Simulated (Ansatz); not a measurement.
# MgPd: pressure against volume

MgPd, Pm-3m, a = 3.153 Å. The structure is a COD entry; whether it is the stable form wasn't checked. Ansatz: r2SCAN, PAW, 500 eV, Γ-centred 14×14×14 mesh on 2 atoms, Gaussian smearing 0.10 eV; no spin polarisation. Symmetry fixes shape and atoms, so the cell is only scaled; pressure is positive in compression.

```tsv
V (Å³/atom)	P (GPa)
14.736	7.42
15.207	?
15.677	0.00
16.147	-2.87
16.617	-5.28
```

**Question.** Take V0 = 15.677 Å³/atom, fit the third-order Birch–Murnaghan form to the other rows, and predict the missing pressure.

**Answer.** With the Eulerian strain f = ½[(V0/V)^(2/3) − 1] and y = P/[3f(1 + 2f)^(5/2)], the form is the line y = B0 + 1.5 B0 (B0′ − 4) f. Rows (f, y): 0.02107, 105.9; -0.00975, 103.1; -0.01904, 101.9. Means f = -0.002573, y = 103.63; Σ(Δf)² = 0.0008817, ΣΔfΔy = 0.08596; the slope is their ratio. y = 103.9 + 97.50 f GPa, so B0 = 103.9 GPa and B0′ = 4 + 2 × (97.50)/(3 × 103.9) = 4.63. At V = 15.207, f = 0.01025, y = 104.90 and P = 3.39 GPa. The run gave 3.39 GPa, the same to the digits shown.

Cost: 5 runs of about 1 core-minutes in all, on Arm Neoverse V2 (shared hosts).